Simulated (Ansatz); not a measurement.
**Which element?**

Cell vectors (Å):

```
 3.6536  0.0000  0.0000
-1.8268  3.1641  0.0000
 0.0000  0.0000  5.9883
```

```csv
atom,a,b,c
X,0.3333,0.6667,0.2500
X,0.6667,0.3333,0.7500
```

These are results of PBEsol, PAW on Ansatz 0.2.0's default frozen-core files (fitted under PBE), scalar-relativistic, not measurements. k mesh 14×14×8, strains of ±0.005, Fermi-Dirac smearing of 0.100 eV.

Elastic constants of a crystal by Kohn-Sham DFT: slopes of the stress over finite engineering strains of the given cell, Voigt indices, Cartesian axes as in the cell vectors.

| index | elastic (GPa) |
| --- | --- |
| 11 | 46.2 |
| 12 | 11 |
| 13 | 17.6 |
| 33 | 53 |
| 44 | 8.9 |

Question: All X atoms are one element. Which one was computed?

Answer: La; the crystal is La (P6_3/mmc).

Limits of these numbers: frozen-core PAW files fitted under PBE, their cores solved anew for the functional of the run; responses of metals move with mesh and smearing; elastic stability says nothing of phonons or of other phases.
